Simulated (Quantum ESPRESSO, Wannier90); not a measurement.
## Wannier functions of PtS (P4₂/mmc)

Structure: Materials Project mp-288, symmetrised, not relaxed again. COD (Crystallography Open Database) has an entry of this formula and space group (matched by these alone). Level: PBEsol, spinors with spin-orbit coupling; pw.x of Quantum ESPRESSO at 68 Ry with PseudoDojo potentials, 6×6×4 k-points, Wannier90. Density: 10×10×6 mesh, Gaussian smearing 0.01 Ry.

On the energy scale of pw.x, whose zero is arbitrary, the valence-band maximum lies at 12.42 eV.

Input w.win:

```
num_bands = 4
num_wann = 4
exclude_bands = 1-4,9-78
spinors = true
num_iter = 1000
conv_tol = 1.0e-6
conv_window = 4
write_hr = true
write_u_matrices = true
auto_projections = true
begin unit_cell_cart
ang
    3.4944600000    0.0000000000    0.0000000000
    0.0000000000    3.4944600000    0.0000000000
    0.0000000000    0.0000000000    6.1162900000
end unit_cell_cart
begin atoms_frac
Pt   0.5000000000  0.0000000000  0.5000000000
Pt   0.0000000000  0.5000000000  0.0000000000
S    0.0000000000  0.0000000000 -0.2500000000
S    0.0000000000  0.0000000000  0.2500000000
end atoms_frac
mp_grid = 6 6 4
begin kpoints
0.0000000000 0.0000000000 0.0000000000
0.0000000000 0.0000000000 0.2500000000
0.0000000000 0.0000000000 0.5000000000
... (141 more lines: the 6x6x4 mesh through Gamma)
end kpoints
```

Input of pw2wannier90.x that gives the overlap and projection files (equivalent; here they were cut from one run over all bands):

```
&inputpp
  outdir = './out'
  prefix = 'pwscf'
  seedname = 'w'
  write_amn = .true.
  write_mmn = .true.
  scdm_proj = .true.
  scdm_entanglement = 'isolated'
/
```

Output w.wout (banner and timings cut):

```
                                    ------
                                    SYSTEM
                                    ------

                              Lattice Vectors (Ang)
                    a_1     3.494460   0.000000   0.000000
                    a_2     0.000000   3.494460   0.000000
                    a_3     0.000000   0.000000   6.116290

                   Unit Cell Volume:      74.68755  (Ang^3)

                        Reciprocal-Space Vectors (Ang^-1)
                    b_1     1.798042   0.000000   0.000000
                    b_2     0.000000   1.798042   0.000000
                    b_3     0.000000   0.000000   1.027287

 *----------------------------------------------------------------------------*
 |   Site       Fractional Coordinate          Cartesian Coordinate (Ang)     |
 +----------------------------------------------------------------------------+
 | pt   1   0.50000   0.00000   0.50000   |    1.74723   0.00000   3.05815    |
 | pt   2   0.00000   0.50000   0.00000   |    0.00000   1.74723   0.00000    |
 | s    1   0.00000   0.00000  -0.25000   |    0.00000   0.00000  -1.52907    |
 | s    2   0.00000   0.00000   0.25000   |    0.00000   0.00000   1.52907    |
 *----------------------------------------------------------------------------*
                                ------------
                                K-POINT GRID
                                ------------

             Grid size =  6 x  6 x  4      Total points =  144

 *---------------------------------- MAIN ------------------------------------*
 |  Number of Wannier Functions               :                 4             |
 |  Number of Objective Wannier Functions     :                 4             |
 |  Number of input Bloch states              :                 4             |
 |  Output verbosity (1=low, 5=high)          :                 1             |
 |  Timing Level (1=low, 5=high)              :                 1             |
 |  Optimisation (0=memory, 3=speed)          :                 3             |
 |  Length Unit                               :               Ang             |
 |  Post-processing setup (write *.nnkp)      :                 F             |
 |  Using Gamma-only branch of algorithms     :                 F             |
 *----------------------------------------------------------------------------*
 *------------------------------- WANNIERISE ---------------------------------*
 |  Total number of iterations                :              1000             |
 |  Number of CG steps before reset           :                 5             |
 |  Trial step length for line search         :             2.000             |
 |  Convergence tolerence                     :         0.100E-05             |
 |  Convergence window                        :                 4             |
 |  Iterations between writing output         :                 1             |
 |  Iterations between backing up to disk     :               100             |
 |  Write r^2_nm to file                      :                 F             |
 |  Write xyz WF centres to file              :                 F             |
 |  Write on-site energies <0n|H|0n> to file  :                 F             |
 |  Use guiding centre to control phases      :                 F             |
 |  Use phases for initial projections        :                 F             |
 *----------------------------------------------------------------------------*
 *-------------------------------- PLOTTING ----------------------------------*
 |  Plotting Hamiltonian in WF basis          :                 T             |
 *----------------------------------------------------------------------------*

 *---------------------------------- K-MESH ----------------------------------*
 +----------------------------------------------------------------------------+
 |                    Distance to Nearest-Neighbour Shells                    |
 |                    ------------------------------------                    |
 |          Shell             Distance (Ang^-1)          Multiplicity         |
 |          -----             -----------------          ------------         |
 |             1                   0.256822                      2            |
 |             2                   0.299674                      4            |
 |             3                   0.394667                      8            |
 |             4                   0.423803                      4            |
 |             5                   0.495546                      8            |
 |             6                   0.513644                      2            |
 |             7                   0.594671                      8            |
 |             8                   0.599347                      4            |
       ... (lines left out)
 +----------------------------------------------------------------------------+
 | The b-vectors are chosen automatically                                     |
 | The following shells are used:                       1,  2                 |
 +----------------------------------------------------------------------------+
 |                        Shell   # Nearest-Neighbours                        |
 |                        -----   --------------------                        |
 |                          1               2                                 |
 |                          2               4                                 |
 +----------------------------------------------------------------------------+
 | Completeness relation is fully satisfied [Eq. (B1), PRB 56, 12847 (1997)]  |
 +----------------------------------------------------------------------------+
 |                  b_k Vectors (Ang^-1) and Weights (Ang^2)                  |
 |                  ----------------------------------------                  |
 |            No.         b_k(x)      b_k(y)      b_k(z)        w_b           |
 |            ---        --------------------------------     --------        |
 |             1         0.000000    0.000000    0.256822     7.580649        |
 |             2         0.000000    0.000000   -0.256822     7.580649        |
 |             3         0.000000    0.299674    0.000000     5.567663        |
 |             4         0.299674    0.000000    0.000000     5.567663        |
 |             5         0.000000   -0.299674    0.000000     5.567663        |
 |             6        -0.299674    0.000000    0.000000     5.567663        |
 +----------------------------------------------------------------------------+
 |                           b_k Directions (Ang^-1)                          |
 |                           -----------------------                          |
 |            No.           x           y           z                         |
 |            ---        --------------------------------                     |
 |             1         0.000000    0.000000    0.256822                     |
 |             2         0.000000    0.299674    0.000000                     |
 |             3         0.299674    0.000000    0.000000                     |
 +----------------------------------------------------------------------------+

 Starting a new Wannier90 calculation ...

 Reading overlaps from w.mmn

 Reading projections from w.amn

 *------------------------------- WANNIERISE ---------------------------------*
 +--------------------------------------------------------------------+<-- CONV
 | Iter  Delta Spread     RMS Gradient      Spread (Ang^2)            |<-- CONV
 +--------------------------------------------------------------------+<-- CONV

 ------------------------------------------------------------------------------
 Initial State
  WF centre and spread    1  (  1.747230, -0.000000, -3.058145 )     0.33627366
  WF centre and spread    2  ( -0.000000,  1.747230,  0.000000 )     0.33627366
  WF centre and spread    3  ( -1.747230,  0.000000,  3.058145 )     0.33627338
  WF centre and spread    4  (  0.000000, -1.747230, -0.000000 )     0.33627338
  Sum of centres and spreads ( -0.000000, -0.000000, -0.000000 )     1.34509409

      0     0.135E+01     0.0000000000        1.3450940817  <-- CONV
        O_D=      0.0000006 O_OD=      0.0000020 O_TOT=      1.3450941 <-- SPRD
 ------------------------------------------------------------------------------
      1    -0.169E-05     0.0019045764        1.3450923901  <-- CONV
        O_D=      0.0000002 O_OD=      0.0000007 O_TOT=      1.3450924 <-- SPRD
      2    -0.504E-06     0.0008540525        1.3450918862  <-- CONV
        O_D=      0.0000001 O_OD=      0.0000003 O_TOT=      1.3450919 <-- SPRD
      3    -0.217E-06     0.0005735805        1.3450916696  <-- CONV
        O_D=      0.0000000 O_OD=      0.0000001 O_TOT=      1.3450917 <-- SPRD
      4    -0.103E-06     0.0003739102        1.3450915664  <-- CONV
        O_D=      0.0000000 O_OD=      0.0000000 O_TOT=      1.3450916 <-- SPRD
      5    -0.445E-07     0.0002556933        1.3450915218  <-- CONV
        O_D=      0.0000000 O_OD=      0.0000000 O_TOT=      1.3450915 <-- SPRD
             <<<     Delta < 1.000E-06  over  4 iterations     >>>
             <<< Wannierisation convergence criteria satisfied >>>
 Final State
  WF centre and spread    1  (  1.747230, -0.000000, -3.058145 )     0.33627288
  WF centre and spread    2  ( -0.000000,  1.747230, -0.000000 )     0.33627288
  WF centre and spread    3  ( -1.747230, -0.000000,  3.058145 )     0.33627288
  WF centre and spread    4  ( -0.000000, -1.747230,  0.000000 )     0.33627288
  Sum of centres and spreads ( -0.000000,  0.000000, -0.000000 )     1.34509153

         Spreads (Ang^2)       Omega I      =     1.345091506
        ================       Omega D      =     0.000000004
                               Omega OD     =     0.000000012
    Final Spread (Ang^2)       Omega Total  =     1.345091522
```
